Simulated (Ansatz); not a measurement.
MgTe in space group P4_2/mmc (No. 131; Mg on 2c, Te on 2e) under volume change, the program Ansatz at the HSE06 level (PAW), shape and atoms relaxed at each volume.

| V (Å³/atom) | E − E(relaxed) (meV/atom) | P (GPa) |
|---|---|---|
| 31.688 | (withheld) | (withheld) |
| 32.732 | 13.6 | 2.19 |
| 33.777 | (withheld) | (withheld) |
| 34.821 | 0.0 | 0.00 |
| 35.866 | 2.9 | -0.88 |
| 36.911 | 11.2 | -1.64 |
| 37.955 | 24.0 | -2.29 |

Problem. Fill in the missing entries.

Solution. 
- 31.688, E − E(relaxed) (meV/atom): 32.3
- 31.688, P (GPa): 3.56
- 33.777, E − E(relaxed) (meV/atom): 3.2
- 33.777, P (GPa): 1.02

Problem. What does a third-order Birch–Murnaghan fit give for V₀, B₀ and B′?

Solution. V₀ = 34.82 Å³/atom, B₀ = 31.4 GPa, B′ = 3.9.

The cell is a constructed one: a structure type filled with these elements; neither database checked (COD, Materials Project) lists it. COD files the formula under space group No. 186, so this cell is another polymorph or a model. Its standing as an ambient phase is unchecked. The cell was relaxed with HSE06 under the symmetry of its start; its stability against distortions is not shown here. Scalar-relativistic: spin–orbit coupling is off unless named, which matters more the heavier the elements.

Potentials: the later of the program's two PAW sets.
